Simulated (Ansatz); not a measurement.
Zincblende alloy of CuI and AgI (12 of 32 Cu sites exchanged), 64 atoms

Ansatz, PAW, plane waves. PBEsol relaxation of volume and atoms (shape held) at the single k point (¼, ¼, ¼) without its symmetry partners; single points on the relaxed atoms at the Γ point alone, onto which points of the small cell's zone fold. Arrangement: quasirandom. No spin–orbit coupling unless named.

Relaxed structure:

```yaml
crystal:
  lattice:
    - [12.24869, 0.00000, 0.00000]
    - [0.00000, 12.24869, 0.00000]
    - [0.00000, 0.00000, 12.24869]
  atoms:
    - { symbol: Cu, position: [0.00694, 0.99090, 0.99717] }
    - { symbol: Cu, position: [0.00519, 0.98944, 0.50334] }
    - { symbol: Cu, position: [0.00286, 0.51065, 0.49990] }
    - { symbol: Cu, position: [0.49376, 0.49993, 0.49843] }
    - { symbol: Cu, position: [0.25039, 0.24018, 0.99386] }
    - { symbol: Cu, position: [0.25176, 0.24971, 0.50370] }
    - { symbol: Cu, position: [0.24641, 0.75653, 0.99948] }
    - { symbol: Cu, position: [0.24334, 0.74965, 0.49977] }
    - { symbol: Cu, position: [0.75649, 0.75310, 0.00531] }
    - { symbol: Cu, position: [0.75692, 0.74799, 0.49826] }
    - { symbol: Cu, position: [0.24780, 0.99596, 0.25097] }
    - { symbol: Cu, position: [0.24466, 0.99691, 0.74803] }
    - { symbol: Cu, position: [0.25072, 0.50067, 0.74278] }
    - { symbol: Cu, position: [0.75703, 0.99228, 0.74834] }
    - { symbol: Cu, position: [0.74661, 0.50993, 0.25790] }
    - { symbol: Cu, position: [0.00106, 0.75190, 0.25553] }
    - { symbol: Cu, position: [0.00439, 0.75430, 0.74586] }
    - { symbol: Cu, position: [0.49113, 0.25341, 0.25518] }
    - { symbol: Cu, position: [0.49060, 0.24827, 0.74349] }
    - { symbol: Cu, position: [0.49859, 0.74939, 0.25272] }
    - { symbol: Ag, position: [0.00358, 0.50152, 0.00045] }
    - { symbol: Ag, position: [0.49420, 0.99960, 0.99887] }
    - { symbol: Ag, position: [0.49705, 0.00357, 0.49953] }
    - { symbol: Ag, position: [0.49898, 0.50685, 0.00716] }
    - { symbol: Ag, position: [0.75148, 0.24722, 0.99866] }
    - { symbol: Ag, position: [0.74209, 0.25522, 0.49765] }
    - { symbol: Ag, position: [0.25447, 0.50097, 0.25209] }
    - { symbol: Ag, position: [0.75502, 0.99530, 0.25044] }
    - { symbol: Ag, position: [0.74843, 0.50474, 0.75333] }
    - { symbol: Ag, position: [0.01005, 0.24763, 0.24845] }
    - { symbol: Ag, position: [0.00516, 0.24486, 0.74808] }
    - { symbol: Ag, position: [0.50173, 0.74920, 0.75078] }
    - { symbol: I, position: [0.13258, 0.11224, 0.11391] }
    - { symbol: I, position: [0.13286, 0.11403, 0.61437] }
    - { symbol: I, position: [0.12688, 0.64071, 0.12854] }
    - { symbol: I, position: [0.12485, 0.62681, 0.62527] }
    - { symbol: I, position: [0.61450, 0.13037, 0.13767] }
    - { symbol: I, position: [0.62646, 0.12175, 0.64140] }
    - { symbol: I, position: [0.63267, 0.63686, 0.13227] }
    - { symbol: I, position: [0.62420, 0.62434, 0.60678] }
    - { symbol: I, position: [0.36908, 0.35792, 0.12086] }
    - { symbol: I, position: [0.37405, 0.37607, 0.62126] }
    - { symbol: I, position: [0.36815, 0.86581, 0.13322] }
    - { symbol: I, position: [0.35880, 0.87245, 0.62400] }
    - { symbol: I, position: [0.86634, 0.38424, 0.13652] }
    - { symbol: I, position: [0.88394, 0.38436, 0.61806] }
    - { symbol: I, position: [0.88796, 0.86831, 0.12038] }
    - { symbol: I, position: [0.87692, 0.87075, 0.62188] }
    - { symbol: I, position: [0.36268, 0.13040, 0.36787] }
    - { symbol: I, position: [0.36553, 0.12520, 0.86073] }
    - { symbol: I, position: [0.37859, 0.63477, 0.38403] }
    - { symbol: I, position: [0.35726, 0.62592, 0.87525] }
    - { symbol: I, position: [0.88522, 0.11640, 0.38679] }
    - { symbol: I, position: [0.87918, 0.10648, 0.87576] }
    - { symbol: I, position: [0.87901, 0.62714, 0.37477] }
    - { symbol: I, position: [0.87840, 0.64197, 0.87335] }
    - { symbol: I, position: [0.12651, 0.37776, 0.39257] }
    - { symbol: I, position: [0.14036, 0.37429, 0.87366] }
    - { symbol: I, position: [0.12510, 0.87281, 0.37442] }
    - { symbol: I, position: [0.12684, 0.87346, 0.87040] }
    - { symbol: I, position: [0.61157, 0.38492, 0.36572] }
    - { symbol: I, position: [0.61173, 0.36711, 0.86638] }
    - { symbol: I, position: [0.62523, 0.86123, 0.37762] }
    - { symbol: I, position: [0.63980, 0.87331, 0.87776] }
```

Q: What are the mean bond lengths by pair (pairs within 1.2 times the sum of covalent radii, less contacts 15 % beyond the pair's median; cation–cation pairs of compounds aside; long ionic contacts are cut short by that bound)?

A: Ag–I 2.773 ± 0.013 Å (standard deviation, 48 bonds); Cu–I 2.587 ± 0.013 Å (standard deviation, 80 bonds).

Q: What gap lies between the top filled and the lowest empty level in the single points?

A: HSE06 2.53 eV (60 s on NVIDIA GB200); r²SCAN 1.59 eV (5.9 s on NVIDIA GB200).
